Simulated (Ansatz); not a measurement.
The start is a generated cell, In2O3 built in the bixbyite structure type. Cell shape, volume and atoms are optimised at zero target pressure with PBEsol (plane waves to 420 eV, PAW, scalar-relativistic; Ansatz, an electronic-structure program). The first steps use a coarse 3×3×3 k-mesh.

Initial structure:
```
CELL_PARAMETERS angstrom
     -5.05850     5.05850     5.05850
      5.05850    -5.05850     5.05850
      5.05850     5.05850    -5.05850
ATOMIC_POSITIONS crystal
  In 0.50000 0.50000 0.50000
  In 0.50000 0.00000 0.00000
  In 0.00000 0.00000 0.50000
  In 0.00000 0.50000 0.00000
  In 0.25000 0.71650 0.46650
  In 0.75000 0.78350 0.03350
  In 0.46650 0.25000 0.71650
  In 0.03350 0.75000 0.78350
  In 0.71650 0.46650 0.25000
  In 0.78350 0.03350 0.75000
  In 0.75000 0.28350 0.53350
  In 0.25000 0.21650 0.96650
  In 0.53350 0.75000 0.28350
  In 0.96650 0.25000 0.21650
  In 0.28350 0.53350 0.75000
  In 0.21650 0.96650 0.25000
  O  0.53610 0.77370 0.54340
  O  0.73030 0.99270 0.95660
  O  0.76970 0.72630 0.26240
  O  0.96390 0.50730 0.23760
  O  0.54340 0.53610 0.77370
  O  0.95660 0.73030 0.99270
  O  0.26240 0.76970 0.72630
  O  0.23760 0.96390 0.50730
  O  0.77370 0.54340 0.53610
  O  0.99270 0.95660 0.73030
  O  0.72630 0.26240 0.76970
  O  0.50730 0.23760 0.96390
  O  0.46390 0.22630 0.45660
  O  0.26970 0.00730 0.04340
  O  0.23030 0.27370 0.73760
  O  0.03610 0.49270 0.76240
  O  0.45660 0.46390 0.22630
  O  0.04340 0.26970 0.00730
  O  0.73760 0.23030 0.27370
  O  0.76240 0.03610 0.49270
  O  0.22630 0.45660 0.46390
  O  0.00730 0.04340 0.26970
  O  0.27370 0.73760 0.23030
  O  0.49270 0.76240 0.03610
```

Task: How large is the pressure on the unrelaxed cell, and of which sign?

Result: +2.5 GPa (positive: the cell is compressed).

Task: Which atoms feel the largest initial force, and how large is it?

Result: 0.33 eV/Å, on O17, O18, O19, O20, O21, O22, O23, O24 and others (atoms numbered as listed).

Task: By how much does the energy per atom fall from start to end?

Result: 0.003 eV/atom.

Task: How does the volume change?

Result: +1.3 %, from 12.94 to 13.12 Å³/atom.

Task: How do the shortest distances between atoms change?

Result: The closest pairs of elements (up to four, under 3.6 Å), start → end: In–O 2.12 → 2.14 Å; O–O 2.76 → 2.81 Å; In–In 3.35 → 3.36 Å.

Task: What band gap does the relaxed structure have at this level?

Result: 1.04 eV, direct at Γ (no spin-orbit coupling).

The space group stays Ia-3 (No. 206) (the run could not lower it); the end is bixbyite type, with 40 atoms in the primitive cell. Final values are on a 4×4×4 k-mesh of the relaxed cell. No spin polarisation in the result.

The run could not lose the symmetry of its start.
